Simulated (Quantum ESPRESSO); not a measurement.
## Moving one atom in InRuW6

Calculated results; nothing here was measured. They come from Quantum ESPRESSO 7.5, a public plane-wave density functional program. Each row is one single-point run on a made-up periodic cell of eight metal atoms, with elements, volume, strain and displacements drawn at random and not relaxed, so a cell may be unstable or far from any real phase. There is no spin polarisation or spin-orbit coupling.

Settings: PBE unless stated; PseudoDojo standard norm-conserving files; Fermi-Dirac width 0.25 eV, which means electrons at about 2900 K; cutoff 1143 eV; 8 x 5 x 3 k mesh shifted half a step off Gamma. E is the free energy of the whole cell (internal energy minus TS), so a -TS column is already part of it. Stress is positive in tension, and the pressure P is minus a third of its trace.

Checks: one run of this series was repeated at a higher cutoff and on a denser mesh, which moved values by no more than 0.010 eV, 0.05 GPa and 0.008 eV/Å, and a second program with other atomic files agreed on it to 2 % rms in force and 0.5 GPa in pressure. Known limits: heavy elements are run without spin-orbit coupling, which real alloys of them have; a spin test at this wide smearing found no moment, but such smearing suppresses magnetism that the real alloy may have.

The lattice is face-centred cubic, and the cell vectors in Å are (0.009, 2.000, 1.967); (-3.970, 2.000, -1.986); (-3.949, -6.016, 5.899), a volume of 125.04 Å³. The elements on sites 1 to 8 are W W W In W W W Ru. The runs move the W atom on site 2 by u along y from its drawn, already displaced place and keep all else fixed. Forces are on that atom, and E is counted from run 5.

```
run,u (Å),Fx (eV/Å),Fy (eV/Å),Fz (eV/Å),P (GPa),E (meV)
1,-0.1355,0.739,1.509,-0.927,17.09,143.1
2,-0.1051,0.705,1.298,-0.802,16.84,100.5
3,-0.0546,0.655,0.939,-0.594,16.51,43.9
4,-0.0370,?,?,?,?,?
5,0.0068,0.598,0.490,-0.340,16.26,0.0
6,0.1066,0.507,-0.258,0.080,16.20,-11.6
7,0.1290,0.486,-0.426,0.175,16.25,-4.0
```

## Worked fit

A parabola through the runs shown gives Fy = 0.541 - 7.34 u - 1.3 u² eV/Å, with an error of 0.01 on the linear term and a scatter of 0.002 eV/Å. Minus its integral from run 1 to run 7 is -147 meV, and the table's energies differ by -147 meV.

## Withheld run

Question: what Fy should run 4 give?

The fit gives 0.811 ± 0.002 eV/Å. The calculation gave 0.812 eV/Å.
